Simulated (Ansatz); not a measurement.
Level of theory: DFT PBE, scalar-relativistic, plane waves, PAW in Ansatz 0.2.0. Settings: cutoff 420 eV, Γ-centred meshes spaced at most about 0.3 Å⁻¹, and about 0.25 Å⁻¹ or finer for metals (2π included), Gaussian smearing. No spin polarisation in the final relaxations.

These are static total energies at zero pressure.

Compare these two cells of Al₃Rh₂, each relaxed at this level.

A.

```yaml
crystal:
  lattice:
    - [3.73703, 0.00000, 0.00000]
    - [0.00000, 3.73703, 0.00000]
    - [0.00000, 0.00000, 6.11573]
  atoms:
    - { symbol: Al, position: [0.00000, 0.00000, 0.83367] }
    - { symbol: Al, position: [0.50000, 0.00000, 0.48376] }
    - { symbol: Al, position: [0.00000, 0.50000, 0.48376] }
    - { symbol: Rh, position: [0.00000, 0.00000, 0.23046] }
    - { symbol: Rh, position: [0.50000, 0.50000, 0.78422] }
```

B.

```yaml
crystal:
  lattice:
    - [4.17751, 0.00000, 0.00000]
    - [-2.08875, 3.61783, 0.00000]
    - [0.00000, 0.00000, 7.82243]
  atoms:
    - { symbol: Al, position: [0.00000, 0.00000, 0.16973] }
    - { symbol: Al, position: [0.00000, 0.00000, 0.83027] }
    - { symbol: Al, position: [0.00000, 0.00000, 0.50000] }
    - { symbol: Rh, position: [0.33333, 0.66667, 0.00000] }
    - { symbol: Rh, position: [0.66667, 0.33333, 0.00000] }
```

Problem. Which form is favoured at zero pressure, and by what margin per atom?

Solution. A is lower, by 0.65 eV/atom. A has space group P4mm (No. 99), 17.1 Å³/atom and no gap on its mesh; B has space group P6/mmm (No. 191), 23.6 Å³/atom and no gap. Counting all near atoms (those within 1.25 times the shortest distance at each site; a plus sign parts nearer from farther groups; a slash parts the counts of unlike sites), A has Al 9/10, Rh 5/8 and B has Al 2/8, Rh 3+6. The denser one is the lower, and pressure would at first widen the difference. Both come from invented guesses. A third cell relaxed alike, in P-6m2, lies 72 meV/atom below the lower of the two.

Cells relaxed within their symmetry can be saddle points.
